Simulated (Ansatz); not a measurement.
WS$_{2}$:
```xyz
6
Lattice="3.1717 0.0000 0.0000 -1.5859 2.7468 0.0000 0.0000 0.0000 12.5516" Properties=species:S:1:pos:R:3 pbc="T T T"
W      0.0000     1.8312     3.1379
W      1.5859     0.9156     9.4137
S      0.0000     1.8312     7.8532
S      1.5859     0.9156     1.5773
S      1.5859     0.9156     4.6985
S      0.0000     1.8312    10.9743
```

Relaxed with r²SCAN+D4. Special points in fractions of this cell's reciprocal vectors: Γ (0.000, 0.000, 0.000); M (0.500, 0.000, 0.000); K (0.333, 0.333, 0.000); A (0.000, 0.000, 0.500); L (0.500, 0.000, 0.500); H (0.333, 0.333, 0.500).

Question: List the band energies nearest the valence-band maximum at these points for the program Ansatz at the r²SCAN+D4 level (PAW).

Answer: In eV from the valence-band maximum; about four levels below and three above (degenerate sets whole), none deeper than 8.9 eV; points with the same levels are listed once.

```tsv
k	below	above
Γ	-2.40 -2.40 -1.74 -1.12 0.00	2.44 2.44 2.45 2.45
M	-2.14 -1.99 -1.73 -1.58	2.37 2.41 2.72
K	-3.09 -3.09 -0.76 -0.60	1.29 1.29 2.37
A	-2.42 -2.42 -2.42 -2.42 -0.33 -0.33	2.44 2.44 2.44 2.44
L	-2.07 -2.07 -1.65 -1.65	2.39 2.39 2.85 2.85
H	-3.21 -3.21 -0.69 -0.69	1.29 1.29 2.84 2.84
```

Space group P6_3/mmc. The cell was relaxed with r²SCAN+D4 under the symmetry of its start. The run is not spin-polarised. Spin–orbit coupling is left out wherever it is not named.

Potentials: the later of the program's two PAW sets.
